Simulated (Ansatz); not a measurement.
Sb (A7 type, space group R-3m)

```
CELL_PARAMETERS angstrom
      2.16429     1.24956     3.78321
     -2.16429     1.24956     3.78321
      0.00000    -2.49911     3.78321
ATOMIC_POSITIONS crystal
  Sb 0.23322 0.23322 0.23322
  Sb 0.76678 0.76678 0.76678
```

The relaxed cell is deformed in two ways at once: its volume V is scaled, and at that volume it is stretched along z (the c axis of the conventional cell) so that c/a changes. Fractional atomic positions are held.

Computed with r2SCAN+rVV10 (plane waves to 500 eV, PAW, scalar-relativistic; Ansatz, a quantum-chemistry and plane-wave program). k mesh 13×13×13 (Γ-centred), Fermi-Dirac smearing 0.05 eV. Compression counts positive. As the atoms are clamped, bonds stretch with the cell, which overstates energies and stresses. With partly filled bands, the response to shear is sensitive to the k mesh, so small differences along c/a are uncertain. Sb was relaxed with its symmetry unable to fall. Spin-orbit coupling is left out, though Sb is heavy. The PAW data are Ansatz's earlier set. 

Question: What σxx (GPa) does the calculation give at all points of the grid V/V₀ = 0.920, 0.947, 0.973, 1.000, 1.027, 1.053, 1.080 by (c/a)/(c/a)₀ = 0.960, 0.973, 0.987, 1.000, 1.013, 1.027, 1.040?

Answer: σxx (GPa), with V/V₀ across and (c/a)/(c/a)₀ down:

| (c/a)/(c/a)₀ \ V/V₀ | 0.920 | 0.947 | 0.973 | 1.000 | 1.027 | 1.053 | 1.080 |
|---|---|---|---|---|---|---|---|
| 0.960 | 5.1 | 2.8 | 0.8 | -0.9 | -2.4 | -3.7 | -4.8 |
| 0.973 | 5.5 | 3.1 | 1.1 | -0.6 | -2.1 | -3.4 | -4.5 |
| 0.987 | 5.8 | 3.5 | 1.4 | -0.3 | -1.8 | -3.1 | -4.3 |
| 1.000 | 6.2 | 3.8 | 1.8 | 0.0 | -1.5 | -2.9 | -4.0 |
| 1.013 | 6.4 | 4.1 | 2.1 | 0.3 | -1.2 | -2.6 | -3.7 |
| 1.027 | 6.7 | 4.3 | 2.3 | 0.5 | -1.0 | -2.3 | -3.5 |
| 1.040 | 6.9 | 4.6 | 2.5 | 0.8 | -0.8 | -2.1 | -3.2 |

(A scan under strain: stresses follow from slopes of the energy per volume, elastic moduli from its curvatures.)
